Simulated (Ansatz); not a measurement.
Input and command of a plane-wave DFT calculation in Ansatz:

```yaml
crystal:
  lattice:
    - [3.9232468859, 0.0, 0.0]
    - [0.0, 3.9232468859, 0.0]
    - [0.0, 0.0, 3.9232468859]
  atoms:
    - { symbol: Ta, position: [0.4970548708, 0.4970548708, 0.5] }
    - { symbol: O, position: [0.0062739975, 0.5135176322, 0.5], spin: 0.2 }
    - { symbol: O, position: [0.5135176322, 0.5135176322, 0.0], spin: 0.2 }
    - { symbol: O, position: [0.5135176322, 0.0062739975, 0.5], spin: 0.2 }
basis:
  ecutwfc: 420
kpoints:
  mp_grid: { grid: [12, 12, 12] }
hamiltonian:
  xc: pbesol
scf:
  occupations: { method: gaussian, width: 0.15 }
output:
  forces: true
  stress: true
  eigenvalues: true
  populations: true
magnetization:
  spin_polarized: true
```

```bash
ansatz run input.yaml --threads 2 --pin off --max-ram 5120MiB --backend cpu --events-out ev --progress --plain --runs-dir out
```

Processor: Arm Neoverse V2, 2 threads, on a host shared with other jobs.

Task: Estimate time, memory and problem size.

Result: About 85 s on 2 threads of Arm Neoverse V2, with other jobs on the host, peak memory 0.87 GiB. It solves 20 bands at 301 k points (the mesh reduced by symmetry) with about 1189 plane waves, in 20 SCF iterations.
